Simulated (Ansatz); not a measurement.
Cell and atoms are relaxed with the symmetry kept. Start:

```
CELL_PARAMETERS angstrom
4.22299 0.00000 0.00000
-2.11150 3.65722 0.00000
0.00000 0.00000 5.06685
ATOMIC_POSITIONS crystal
Co 0.00000 0.00000 0.74636
Co 0.00000 0.00000 0.25364
Co 0.66667 0.33333 0.00000
Sn 0.66667 0.33333 0.50000
Sn 0.33333 0.66667 0.00000
```

Level of theory: DFT PBEsol, scalar-relativistic, plane waves, PAW (Ansatz 0.2.0).

Cutoff 420 eV; k points 12×12×8 on the computed 5-atom cell (Γ-centred); Gaussian smearing, width 0.10 eV; collinear spin from starting moments 1.28 1.28 0.61 0 0 μB.

What does it relax to?

The volume decreases by 0.66 Å³/atom to 14.99 Å³/atom, and the energy falls by 12.8 meV/atom. The cell ends with a moment of 2.32 μB (only this magnetic start was tried). Final structure:
```
Co Sn
1.0
     4.16314    0.00000    0.00000
    -2.08157    3.60539    0.00000
     0.00000    0.00000    4.99313
Co Sn
3 2
Direct
  0.00000 0.00000 0.74610
  0.00000 0.00000 0.25390
  0.66667 0.33333 0.00000
  0.66667 0.33333 0.50000
  0.33333 0.66667 0.00000
```